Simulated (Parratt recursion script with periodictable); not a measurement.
## Thickness fringes of films on Si (Neutron reflectivity)

Method: specular neutron reflectivity, Parratt recursion, Névot-Croce roughness, natural isotopes, no magnetic scattering (Parratt recursion script with periodictable 1.7.1).

Neutron wavelength 4.75 Å. Q is scanned from 0.004 to 0.3 Å⁻¹ in 600 evenly spaced points, and the curve is smoothed with a Gaussian of 0.001 Å⁻¹ full width. A minimum is a scan point below both neighbours, placed by a parabola through ln R at the three points.

Each run is one film on Si (density 2.313 g/cm³, ρ = 2.059 × 10⁻⁶ Å⁻², rms roughness 2 Å) under vacuum. The film surface has an rms roughness of 7.6 Å in all runs. ρ and ρ″ are the real and imaginary parts of the scattering length density. The table lists all minima between 0.03 and 0.14 Å⁻¹.

| run | film | thickness d (Å) | density (g/cm³) | ρ (10⁻⁶ Å⁻²) | ρ″ (10⁻⁶ Å⁻²) | minima at Q (Å⁻¹) |
|---|---|---|---|---|---|---|
| A | La2O3 | 300 | 5.623 | 3.523 | 5.185 × 10⁻⁴ | 0.0443, 0.0645, 0.0850, 0.1057, 0.1265 |
| B | La2O3 | 150 | 5.623 | 3.523 | 5.185 × 10⁻⁴ | 0.0455, 0.0855, 0.1267 |
| C | La2O3 | 300 | 5.292 | 3.315 | 4.880 × 10⁻⁴ | 0.0443, 0.0645, 0.0850, 0.1057, 0.1265 |
| D | La2O3 | 300 | 4.631 | 2.901 | 4.271 × 10⁻⁴ | 0.0445, 0.0646, 0.0851, 0.1057, 0.1265 |
| E | La2O3 | 375 | 5.623 | 3.523 | 5.185 × 10⁻⁴ | ? |

Densities are inputs, not measurements. They were set from computed cells of the Materials Project: La2O3 from entry mp-1968 (P-3m1, 6.615 g/cm³, taken at 70, 80 and 85 %); Si from entry mp-149 (Fd-3m, 2.313 g/cm³). A layer's crystal structure does not enter its constants, only its composition and density.

Question: How many minima does run E have between 0.03 and 0.14 Å⁻¹, and where?

Answer: Inside a film the fringe order is m = (d/2π)(Q² − 16πρ)^½, with the film's own ρ. Where the film's ρ lies above the substrate's, its two faces reflect with opposite signs, and minima are expected at whole m.

- Run A, ρ above the substrate's: the minima give m = 2.02, 3.01, 4.01, 5.01, 6.01.
- Run B, ρ above the substrate's: the minima give m = 1.04, 2.02, 3.01.
- Run C, ρ above the substrate's: the minima give m = 2.02, 3.02, 4.01, 5.01, 6.01.
- Run D, ρ above the substrate's: the minima give m = 2.04, 3.03, 4.02, 5.01, 6.01.

In run E the film's ρ lies above the substrate's, so take whole m. The window runs from m = 1.60 to 8.32 and holds m = 2, 3, 4, 5, 6, 7, 8. Then Q² = 16πρ + (2πm/d)² gives Q = 0.0361, 0.0520, 0.0683, 0.0848, 0.1014, 0.1180, 0.1347 Å⁻¹.

The run has 7 minima, at 0.0364, 0.0522, 0.0685, 0.0850, 0.1015, 0.1181, 0.1348 Å⁻¹. The largest distance from one of them to an estimated minimum is 0.0003 Å⁻¹, against a mean spacing of 0.0164 Å⁻¹.
